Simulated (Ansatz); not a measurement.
## Relaxing Sn (beta)

**What was measured.** A measured cell of tetragonal Sn (space group I4_1/amd) at 298 K, from the Crystallography Open Database (2016, doi:10.1039/c6dt01074a), has a, c = 5.832, 3.182 Å and 27.06 Å³/atom.

The computed numbers are results of LDA, scalar-relativistic (no spin polarisation) in the plane-wave PAW code Ansatz at 420 eV, Γ-centred 16×16×16 mesh, 0.05 eV Gaussian smearing; PAW files: Ansatz's generated set soft_2.

Starting cell, 0 % under the database's volume:

```
Sn
1.0
    -2.91590    2.91590    1.59095
     2.91590   -2.91590    1.59095
     2.91590    2.91590   -1.59095
Sn
2
Cartesian
  0.0000 2.9159 0.7955
  0.0000 0.0000 0.0000
```

The steps in volume:

```csv
run,level,k-mesh,kind,V (Å³/atom),P (GPa),E − E(final) (meV/atom),gap on the mesh (eV)
1,LDA,16×16×16,cell and atoms relaxed,26.16,0.0,0.0,metal
```

The cell is relaxed to zero pressure at this level.

The final structure (symmetry read at 0.01 Å). Symmetry: I4_1/amd, No. 141, tetragonal system. Conventional cell: a = 5.787 Å, b = 5.787 Å, c = 3.125 Å, α = 90.00°, β = 90.00°, γ = 90.00°. Around Sn (site symmetry -4m2) lie 6 Sn at 3.00 to 3.12 Å. (Neighbours are counted to 15 % beyond the shortest distance.)

- At the final geometry the gap, band path included, is zero (metallic).
- The runs in the table took roughly 0.8 core-minutes.

**Against experiment.** LDA gives 5.787, 3.125 Å and 26.16 Å³/atom, −3.3 % in volume (−1.1 % in length) from the database's cell. The axes miss by −0.8 %, −1.8 %. LDA overbinds and usually gives cells that are too small.
